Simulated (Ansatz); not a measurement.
MoS: which magnetic state is lowest?

Method: DFT r2SCAN+U, scalar-relativistic, plane waves, PAW in Ansatz 0.2.0.

```yaml
crystal:
  lattice:
    - [3.39289, 0.00000, 0.00000]
    - [0.00000, 3.39289, 0.00000]
    - [0.00000, 0.00000, 3.39289]
  atoms:
    - { symbol: Mo, position: [0.00000, 0.00000, 0.00000] }
    - { symbol: S, position: [0.50000, 0.50000, 0.50000] }
```

```json
{
  "plane-wave cutoff": "500 eV",
  "Γ-centred k-mesh": "12×12×12",
  "occupation rule": "Gaussian smearing, 0.1 eV",
  "U_eff on Löwdin-orthogonalised atomic d orbitals": "Mo 4.38 eV",
  "list of starting moments (μB, in atom order)": "2 0",
  "check for lower electronic states after the SCF": "on"
}
```

Each order was relaxed in cell and atoms. A propagation vector, in units of the reciprocal vectors, doubles the cell, which takes an equally dense mesh. r2SCAN tends to overstate moments in metals. Site moments are spin moments in atom-centred spheres that scale with the neighbour distance. The states are those that the runs reached from these starts; a lower one can exist.

**Question.** Starts tried: no spin; ferromagnetic; antiferromagnetic, doubled cell, propagation vector (0, 1/2, 1/2). Which state comes out lowest, and what are the moments?

**Answer.** The lowest state is antiferromagnetic, reached from the start “antiferromagnetic, doubled cell, propagation vector (0, 1/2, 1/2)”, with site moments (μB) Mo +3.45, Mo -3.45.

```tsv
start	ends	energy above lowest (meV/atom)	site moments (μB)	gap on mesh (eV)	volume (Å³/atom)
no spin	non-magnetic	770	none over 0.05	0.85	16.48
ferromagnetic	ferromagnetic	22.6	Mo +3.63, S -0.37	metal	19.53
antiferromagnetic, doubled cell, propagation vector (0, 1/2, 1/2)	antiferromagnetic	0.00	Mo +3.45, Mo -3.45	metal	18.61
```

Cost: 3 runs of about 11 core-minutes in all, on Intel Xeon Processor @ 2.50GHz (Skylake/Cascade Lake) (shared hosts).